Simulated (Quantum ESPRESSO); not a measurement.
# Computed records: MgGa₂SiN₄ (made-up cell)

Calculation on a made-up crystal cell, not a measurement: periodic Kohn-Sham density functional theory in plane waves with PseudoDojo standard norm-conserving scalar-relativistic pseudopotentials, each functional with its own files (v0.5 for PBE, v0.4.1 for LDA and PBEsol), no spin polarisation, no spin-orbit coupling, atoms not relaxed, stress positive in tension, energies less a fixed whole-eV offset for each atom's element; levels are Kohn-Sham levels at fractions of this cell's reciprocal vectors, counted from the reference band (half the neutral cell's valence electrons, rounded up) at Gamma; error bars cover cutoff and k-mesh only, not smearing or the files; added strain carries the atoms with the cell, and shear is the tensor component; each bar is the largest change over components, and at least 0.002 eV, 0.002 eV per angstrom or 0.02 GPa; energies are for the whole cell, and the offsets were chosen from early runs and are not element reference energies. Program: Quantum ESPRESSO 7.5.

```xyz
8
Lattice="3.2349 -0.0469 -0.0019 -0.0812 5.5368 -0.0261 -0.0032 -0.0246 5.2885" Properties=species:S:1:pos:R:3 formula=MgGa2SiN4 lattice_type=wurtzite functional=pbe cutoff=1143 fermi_dirac_smearing=0.025 scf_tolerance=1e-07 electrons_removed=0 k_mesh=5_x_4_x_4,shifted_by_half_a_step
Si    -0.0443    -0.0636     0.0119
Ga     1.5537     2.7440    -0.0483
Ga     1.4833     0.8317     2.6462
Mg    -0.0455     3.7283     2.6692
N     -0.0383     0.0109     1.9972
N      1.5551     2.7554     1.9622
N      1.6142     0.8888     4.6562
N      0.0197     3.6883     4.5873
```

Units: cutoff, fermi_dirac_smearing, scf_tolerance in eV.

Atoms:
```
atoms element  atom site  atom energy offset (eV)
           Si          1                     -115
           Ga          2                    -2080
           Ga          3                    -2080
           Mg          4                    -1617
            N          5                     -283
            N          6                     -283
            N          7                     -283
            N          8                     -283
```

**Q.** Give the missing stress xy for MgGa₂SiN₄ (made-up cell).
**A.** -4.013 GPa

**Q.** Give the table of forces values for MgGa₂SiN₄ (made-up cell).
**A.** 
Forces:
```
site  x (eV/Å)  y (eV/Å)  z (eV/Å)
   1    0.6042   -0.5011     1.572
   2    0.7486     1.005     2.805
   3     1.732       2.8    -1.514
   4   -0.1768    -1.678    -1.933
   5    -1.478    0.3843    -3.507
   6  0.002384    -1.628   -0.5748
   7   -0.2145    -3.329    0.6712
   8    -1.217     2.947      2.48
```

Further results for MgGa₂SiN₄ (made-up cell):

* free energy less offsets: -1.747 eV
* smearing term minus ts: 0 eV
* scf iterations: 13
* pressure: -5.401 GPa
* stress xx: 3.333 GPa
* stress yy: 3.65 GPa
* stress zz: 9.22 GPa
* stress yz: -1.354 GPa
* stress xz: -2.541 GPa
* error bar energy: 0.00361 eV
* error bar stress: 0.08059 GPa
* error bar force: 0.01367 eV/Å
* error bars from: tighter rerun of a related cell
